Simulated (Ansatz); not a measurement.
PtSe$_{2}$ (CdI2 type, P-3m1), PBE in the plane-wave PAW code Ansatz, all energies at zero smearing, with the estimated change up to a 700 eV cutoff added, with one set of potentials and settings (totals compare only within such a set). Cell of 3 atoms (1 Pt, 2 Se): -23462.374 eV.

| element | reference phase | E (eV/atom) |
|---|---|---|
| Pt | Fm-3m, 1 atoms in the cell | -12523.0127 |
| Se | P3_121, 3 atoms in the cell | -5469.0798 |

Formation energy per atom, worked out: (-23462.374 − 1×(-12523.0127) − 2×(-5469.0798))/3 = -0.401 eV/atom (-39 kJ per mol of atoms), at 0 K, without zero-point energy or fitted corrections.

The PBE relaxation kept the symmetry of its start. No spin polarisation was allowed. The volume lies over 15 % above that of the usual cell of this phase: another minimum, or an error of the functional. A crystal of weakly bound layers computed without a dispersion correction: the cell and the soft elastic constants depend strongly on that. The references are the lowest solids computed at this level, not always the standard phases. Spin–orbit coupling is left out wherever it is not named.

Potentials: the later of the program's two PAW sets.
